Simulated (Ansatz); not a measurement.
The cell is the one relaxed in the Materials Project (mp-7870), not relaxed further here; entries there can be hypothetical. The listed cell was then made from it by scaling, straining or moving an atom.

An input for GdO: DFT, PBEsol, PAW with Ansatz's default frozen-core files, scalar-relativistic (Ansatz 0.2.0). The PAW files were made with PBE; their cores are remade for this functional.

Command: `ansatz run input.yaml --threads 1 --pin off --max-ram 3072MiB --backend cpu --events-out ev --progress --plain --runs-dir out` The run took about 13 s on 1 thread of a shared machine.

```yaml
crystal:
  lattice:
    - [0.0, 2.64156361, 2.64156361]
    - [2.64156361, 0.0, 2.64156361]
    - [2.64156361, 2.64156361, 0.0]
  atoms:
    - { symbol: Gd, position: [0.0, 0.0, 0.0], spin: 7.0 }
    - { symbol: O, position: [0.75, 0.75, 0.75] }
magnetization:
  spin_polarized: true
kpoints:
  mp_grid: { grid: [13, 13, 13] }
scf:
  occupations: { method: fermi_dirac, width: 0.08 }
hamiltonian:
  xc: pbesol
  pseudopotentials: { kind: paw }
output:
  forces: true
  stress: true
  eigenvalues: true
  efg: { contact_densities: true }
```

Set-up and iterations as logged by Ansatz (the results part is left out, to be predicted):

```
Engine: ansatz 0.2.0
Pseudopotentials: kind: paw
Pseudopotential: Gd, paw, valence charge 18, recommended cutoff 420 eV (normal)
Pseudopotential: O, paw, valence charge 6, recommended cutoff 420 eV (normal)
Functional definition: PBEsol
  exchange = pbesol_x
  correlation = pbesol_c
Crystal: 2 atoms, lattice volume = 36.865 Å³
Basis set: ecut = 420 eV, 725 PW (Γ), exchange–correlation on 50×50×50 points (8 copies of the dense FFT grid, shifted against one another)
Bands: 20, of which v1, the nominal top of the filled ones, is band 12 counted from 1 (11 counted from 0)
Symmetry: 24 space group operations
Space group: F-43m (ITA 216), of the structure as read, at distance tolerance 3.3e-5 Å
Magnetic group: BNS 216.74 (UNI 1576), of the structure as read, at distance tolerance 3.3e-5 Å
k-points: 84 of 2197 (time reversal used)
Non-local potential: Gd, projectors of the file, l = 0: 3, l = 1: 2, l = 2: 2, l = 3: 3
Non-local potential: O, projectors of the file, l = 0: 2, l = 1: 2, l = 2: 1
PAW form: soft (Blöchl's): semilocal exchange-correlation on the pseudo side does not see the compensation charge
PAW frozen core: Gd, regenerated for the run's functional, and the local potential with it (the file was generated under x = pbe(κ = 0.804, μ = 0.2195149727645171), c = pbe(β = 0.06672455060314922))
PAW frozen core: O, regenerated for the run's functional, and the local potential with it (the file was generated under x = pbe(κ = 0.804, μ = 0.2195149727645171), c = pbe(β = 0.06672455060314922))
PAW one-centre angular grid: Gd, 590 points (default); XC on 64 Gauss nodes
PAW one-centre angular grid: O, 110 points (default); XC on 64 Gauss nodes
Initial density: superposition of atomic densities (chi_scale 0.1, normalization cell, long waves kept (reshape's long-wave potential 0.00 eV rms))
Starting moments: Σ|m| = 7 μB on 1 of 2 sites
Initial wavefunctions: pseudopotential atomic-orbital guess
Functional: x = pbesol(κ = 0.804, μ = 0.12345679012345678), c = pbesol(β = 0.046)
SCF iter   1: F=—  HF=-9792.410624 eV  |F-HF|=—  |Δ(HF+E_count)|=         —  Δρ=5.82e-2 (↑5.82e-2 ↓4.46e-2)  dr2=3.57e0  dr2_m=5.56e-2  β_m=0.30  ethr=3.10e-3  ⟨swp⟩=5.2  Hψ=14048  notcnv=0
Mixer restart at iter 1: flushing history
SCF iter   2: F=—  HF=-9791.795623 eV  |F-HF|=—  |Δ(HF+E_count)|=   6.15e-1  Δρ=2.44e-2 (↑2.44e-2 ↓1.82e-2)  dr2=6.46e-1  dr2_m=2.72e-2  β_m=0.38  ethr=3.10e-3  ⟨swp⟩=2.9  Hψ=7606  notcnv=0
SCF iter   3: F=—  HF=-9791.701638 eV  |F-HF|=—  |Δ(HF+E_count)|=   9.40e-2  Δρ=1.10e-2 (↑1.10e-2 ↓1.08e-2)  dr2=1.86e-1  dr2_m=1.01e-2  β_m=0.69  ethr=2.69e-3  ⟨swp⟩=2.2  Hψ=5290  notcnv=0
SCF iter   4: F=—  HF=-9791.678338 eV  |F-HF|=—  |Δ(HF+E_count)|=   2.33e-2  Δρ=6.89e-3 (↑3.69e-3 ↓6.89e-3)  dr2=2.80e-2  dr2_m=1.77e-3  β_m=0.82  ethr=7.76e-4  ⟨swp⟩=2.9  Hψ=6867  notcnv=0
SCF iter   5: F=—  HF=-9791.709163 eV  |F-HF|=—  |Δ(HF+E_count)|=   3.08e-2  Δρ=4.68e-3 (↑2.68e-3 ↓4.68e-3)  dr2=8.21e-3  dr2_m=3.18e-3  β_m=0.91  ethr=1.16e-4  ⟨swp⟩=2.4  Hψ=7439  notcnv=0
SCF iter   6: F=—  HF=-9791.724684 eV  |F-HF|=—  |Δ(HF+E_count)|=   1.55e-2  Δρ=2.28e-3 (↑1.55e-3 ↓2.28e-3)  dr2=1.99e-3  dr2_m=9.18e-4  β_m=0.95  ethr=3.42e-5  ⟨swp⟩=2.0  Hψ=5988  notcnv=0
SCF iter   7: F=—  HF=-9791.728594 eV  |F-HF|=—  |Δ(HF+E_count)|=   3.91e-3  Δρ=1.37e-3 (↑1.19e-3 ↓1.37e-3)  dr2=3.17e-4  dr2_m=4.99e-4  β_m=0.98  ethr=8.30e-6  ⟨swp⟩=2.3  Hψ=6171  notcnv=0
SCF iter   8: F=—  HF=-9791.735029 eV  |F-HF|=—  |Δ(HF+E_count)|=   6.44e-3  Δρ=8.75e-4 (↑8.09e-4 ↓8.75e-4)  dr2=1.76e-4  dr2_m=2.06e-4  β_m=0.99  ethr=1.32e-6  ⟨swp⟩=3.0  Hψ=6773  notcnv=0
SCF iter   9: F=—  HF=-9791.738354 eV  |F-HF|=—  |Δ(HF+E_count)|=   3.32e-3  Δρ=4.70e-4 (↑2.51e-4 ↓4.70e-4)  dr2=6.63e-5  dr2_m=2.75e-5  β_m=0.99  ethr=7.32e-7  ⟨swp⟩=3.4  Hψ=7969  notcnv=0
SCF iter  10: F=—  HF=-9791.738573 eV  |F-HF|=—  |Δ(HF+E_count)|=   2.19e-4  Δρ=1.06e-4 (↑1.06e-4 ↓6.52e-5)  dr2=1.18e-5  dr2_m=5.53e-7  β_m=1.00  ethr=2.76e-7  ⟨swp⟩=2.1  Hψ=5732  notcnv=0
SCF iter  11: F=—  HF=-9791.738572 eV  |F-HF|=—  |Δ(HF+E_count)|=   1.04e-6  Δρ=8.20e-5 (↑8.20e-5 ↓7.24e-5)  dr2=7.88e-6  dr2_m=1.23e-7  β_m=0.91  ethr=4.92e-8  ⟨swp⟩=2.1  Hψ=5856  notcnv=0
SCF iter  12: F=—  HF=-9791.738571 eV  |F-HF|=—  |Δ(HF+E_count)|=   5.32e-7  Δρ=3.04e-5 (↑1.95e-5 ↓3.04e-5)  dr2=5.50e-7  dr2_m=8.70e-8  β_m=0.95  ethr=3.29e-8  ⟨swp⟩=2.1  Hψ=4663  notcnv=0
SCF iter  13: F=—  HF=-9791.738572 eV  |F-HF|=—  |Δ(HF+E_count)|=   1.02e-6  Δρ=4.34e-6 (↑4.02e-6 ↓4.34e-6)  dr2=1.15e-8  dr2_m=4.06e-9  β_m=0.97  ethr=2.29e-9  ⟨swp⟩=2.1  Hψ=5218  notcnv=0
SCF iter  14: F=-9791.738572 eV  HF=-9791.738572 eV  |F-HF|=7.29e-10  |Δ(HF+E_count)|=   1.59e-8  Δρ=2.25e-6 (↑1.34e-6 ↓2.25e-6)  dr2=2.07e-9  dr2_m=6.40e-10  ethr=4.79e-11  ⟨swp⟩=2.4  Hψ=11433  notcnv=0
```

Where the f shell is localised, expect the real compound to differ from this run without U.

**Question.** What pressure will this run report?

**Answer.** 1.92 GPa (positive in compression).

**Question.** What moment will the cell end with?

**Answer.** 7.45 μB.
